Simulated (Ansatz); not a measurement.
Method: Ansatz 0.2.0, DFT PBE, scalar-relativistic, plane waves, PAW. All cells share a 420 eV cutoff and Γ-centred k meshes spaced at most about 0.3 Å⁻¹ (about 0.25 or finer for metals, 2π included). No spin polarisation in the final relaxations.

Temperature and zero-point effects are left out. All come from trial cells, and lower structures may exist.

Task: Order these relaxed structures of MgBe₂Te₃ by energy, lowest first, with the energy over the lowest of them.
A.

```xyz
6
Lattice="7.7418 0.0000 0.0000 -3.8709 6.7046 0.0000 0.0000 0.0000 3.2844" Properties=species:S:1:pos:R:3 pbc="T T T"
Mg    0.0000    0.0000    2.0058
Be    3.8709    2.2349    2.8409
Be    0.0000    4.4697    2.8409
Te    1.9354    3.3523    2.0286
Te    3.8709    0.0000    2.0286
Te   -1.9354    3.3523    2.0286
```

B.

```xyz
6
Lattice="3.7701 0.0000 0.0000 0.0000 3.7701 0.0000 0.0000 0.0000 11.4624" Properties=species:S:1:pos:R:3 pbc="T T T"
Mg    1.8850    1.8850    1.8849
Be    0.0000    0.0000    9.7735
Be    1.8850    1.8850    7.9025
Te    0.0000    0.0000    7.3499
Te    0.0000    0.0000    2.8069
Te    1.8850    1.8850   10.4008
```

C.

```xyz
6
Lattice="4.1702 0.0000 0.0000 -2.0851 3.6115 0.0000 0.0000 0.0000 10.1160" Properties=species:S:1:pos:R:3 pbc="T T T"
Mg    0.0000    0.0000    5.0580
Be    0.0000    2.4076    8.9302
Be    2.0851    1.2038    1.1858
Te    0.0000    2.4076    6.6681
Te    2.0851    1.2038    3.4479
Te    0.0000    0.0000    0.0000
```

D.

```xyz
6
Lattice="4.7238 0.0000 0.0000 0.0000 4.7238 0.0000 0.0000 0.0000 7.1173" Properties=species:S:1:pos:R:3 pbc="T T T"
Mg    2.3619    2.3619    3.5594
Be    2.3619    2.3619    0.7857
Be    0.0000    0.0000    6.0973
Te    2.3619    0.0000    0.0430
Te    0.0000    2.3619    0.0430
Te    0.0000    0.0000    3.7061
```

Result: C (0 meV/atom), B (81 meV/atom), D (262 meV/atom), A (464 meV/atom). Forms: C P-3m1; B P4mm; D P4mm; A P6mm. Counting Te atoms around Be and Mg (those within 1.25 times the shortest such distance or 1.15 times the sum of covalent radii; a plus sign parts nearer from farther groups; the shortest distance is added where it is long for a bond; a slash parts the counts of unlike sites): C has Mg 6, Be 1+3; B has Mg 5, Be 1+4/5; D has Mg 4 from 3.3 Å, Be 4/5; A has Mg 6 from 3.9 Å, Be 3.

Weakly bound directions are ill-defined at this level, which has no dispersion term (P4mm at 27.2 Å³/atom), and this can change margins and order among such cells. Spin–orbit coupling, which can matter for Te, is left out. Cells relaxed within their symmetry can be saddle points. Some types were kept out of the candidates beforehand, so the set may lack a known form.
